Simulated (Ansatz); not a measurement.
Nb (bcc, W type)

```cif
data_Nb
_chemical_formula_sum 'Nb1'
_space_group_name_H-M_alt 'P 1'
_space_group_IT_number 1
_cell_length_a 2.86022
_cell_length_b 2.86022
_cell_length_c 2.86022
_cell_angle_alpha 109.471
_cell_angle_beta 109.471
_cell_angle_gamma 109.471
loop_
_space_group_symop_operation_xyz
  'x, y, z'
loop_
_atom_site_label
_atom_site_type_symbol
_atom_site_fract_x
_atom_site_fract_y
_atom_site_fract_z
_atom_site_occupancy
Nb1 Nb 0.00000 0.00000 0.00000 1
```

Equation-of-state scan: isotropic scaling of the cell above, V₀ being its volume. Symmetry pins the atoms to their sites.

The numbers are results of r2SCAN (plane waves to 500 eV, PAW, scalar-relativistic; Ansatz, a quantum-chemistry and plane-wave program), not measurements. k mesh 20×20×20 (Γ-centred), Fermi-Dirac smearing 0.05 eV. The energy includes the smearing's −TS. Compression counts positive. Nb is run without spin polarisation. Nb was relaxed with its symmetry unable to fall. ΔE is measured from the relaxed starting cell.

```csv
V (Å³/cell),ΔE (meV/atom),P (GPa)
16.21,115,___
16.57,71,16.9
16.93,___,12.1
17.29,17,7.7
17.65,4,3.6
18.01,0,0.0
18.37,4,-3.3
18.73,15,-6.3
19.09,32,-9.1
19.45,55,-11.6
19.81,___,-13.9
```

### Question
What belongs in the gaps?

### Answer

- 16.21, P (GPa): 22.3
- 16.93, ΔE (meV/atom): 39
- 19.81, ΔE (meV/atom): 84

(Under strain, the slope of the energy per volume gives the stress and its curvature an elastic modulus.)
